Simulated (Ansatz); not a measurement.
AlIr (rock salt, Fm-3m) under volume change, DFT-PBEsol in the program Ansatz with PAW potentials, scaled uniformly.

```json
[
 {"V (Å³/atom)": "14.217", "E − E(relaxed) (meV/atom)": "___", "P (GPa)": "___"},
 {"V (Å³/atom)": "14.686", "E − E(relaxed) (meV/atom)": "___", "P (GPa)": "___"},
 {"V (Å³/atom)": "15.154", "E − E(relaxed) (meV/atom)": "7.8", "P (GPa)": "5.45"},
 {"V (Å³/atom)": "15.623", "E − E(relaxed) (meV/atom)": "0.0", "P (GPa)": "0.00"},
 {"V (Å³/atom)": "16.092", "E − E(relaxed) (meV/atom)": "7.0", "P (GPa)": "-4.65"},
 {"V (Å³/atom)": "16.560", "E − E(relaxed) (meV/atom)": "26.5", "P (GPa)": "-8.60"},
 {"V (Å³/atom)": "17.029", "E − E(relaxed) (meV/atom)": "56.7", "P (GPa)": "-11.95"}
]
```

Task: Some entries are withheld; supply them.

Result: 
- 14.217, E − E(relaxed) (meV/atom): 78.3
- 14.217, P (GPa): 19.42
- 14.686, E − E(relaxed) (meV/atom): 32.8
- 14.686, P (GPa): 11.87

Task: What does a third-order Birch–Murnaghan fit give for V₀, B₀ and B′?

Result: V₀ = 15.62 Å³/atom, B₀ = 167 GPa, B′ = 4.4.

The start of the workflow was typed in or built on a structure type; neither database checked (COD, Materials Project) lists it. Its standing as an ambient phase is unchecked. The PBEsol relaxation kept the symmetry of its start. At this level the phase is mechanically unstable. The run is not spin-polarised. Scalar-relativistic: spin–orbit coupling is off unless named, which matters more the heavier the elements.

Potentials: the later of the program's two PAW sets.
